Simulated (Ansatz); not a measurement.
AlN:
```xyz
2
Lattice="0.0000 2.0055 2.0055 2.0055 0.0000 2.0055 2.0055 2.0055 0.0000" Properties=species:S:1:pos:R:3 pbc="T T T"
Al     0.0000     0.0000     0.0000
N      2.0055     2.0055     2.0055
```

Relaxed with LDA. Special points in fractions of this cell's reciprocal vectors: Γ (0.000, 0.000, 0.000); X (0.500, 0.000, 0.500); U (0.625, 0.250, 0.625); K (0.375, 0.375, 0.750); L (0.500, 0.500, 0.500); W (0.500, 0.250, 0.750).

Question: List the band energies nearest the valence-band maximum at these points for the program Ansatz at the LDA level (PAW).

Answer: In eV from the valence-band maximum; about four levels below and three above (degenerate sets whole), none deeper than 8.9 eV; … stands for higher levels left out; points with the same levels are listed once.

| k | below | above |
|---|---|---|
| Γ | 0.00 0.00 0.00 | 6.10 … |
| X | -7.56 -2.87 -2.87 | 4.71 5.15 14.20 |
| U | -6.69 -5.59 -2.36 | 5.89 9.28 12.90 |
| L | -8.49 -1.13 -1.13 | 6.30 11.03 11.03 |
| W | -5.85 -5.85 -4.00 | 8.19 10.74 10.74 |

Space group Fm-3m (rock salt). This is a known high-pressure phase of the composition, computed here at zero pressure and temperature. The cell was relaxed with LDA under the symmetry of its start; phonons on a q-mesh show no instability. The volume moved by -39 % from the start of the relaxation.

Potentials: the later of the program's two PAW sets.
